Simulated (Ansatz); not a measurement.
Below is a relaxed structure of NaWF2. The cell was found from a structure generator's guess, not taken from experiment.

Computed with Ansatz 0.2.0, DFT PBE, scalar-relativistic, plane waves, PAW. Cutoff 420 eV, Γ-centred mesh, Gaussian smearing, no spin polarisation.

```
CELL_PARAMETERS angstrom
3.80255 0.00000 0.00000
-1.90127 3.29310 0.00000
0.00000 0.00000 6.24052
ATOMIC_POSITIONS crystal
Na 0.00000 0.00000 0.50000
W 0.00000 0.00000 0.00000
F 0.33333 0.66667 0.00000
F 0.66667 0.33333 0.00000
```

The zero of energy is the elements' standard structures at the same level (F₂ as a molecule); no fitted shifts are applied.

Task: What space group does it have?

Result: P6/mmm (No. 191). Conventional cell: a = 3.803 Å, c = 6.241 Å. Na is surrounded by 2 W at 3.12 Å; around W lie 6 F at 2.20 Å and 2 Na at 3.12 Å; F is surrounded by 3 F at 2.20 Å and 3 W at 2.20 Å.

Task: What is its formation energy per atom?

Result: −0.28 eV/atom. It lies below the elements, which doesn't yet make it stable against other compounds or structures.

Task: Is it a metal?

Result: Yes, bands cross the Fermi level on the 15×15×8 mesh.

The last run used a 15×15×8 mesh (in the run's order of axes) for its 4-atom cell and Gaussian smearing of 0.10 eV. These runs have no spin–orbit coupling, which can matter for W. An odd number of electrons in the primitive cell allows no gap without spin; a larger cell or a magnetic state could open one. The cell is a metal run without spin; a magnetic state may lie lower. A structure relaxed within its symmetry needn't be a true minimum.
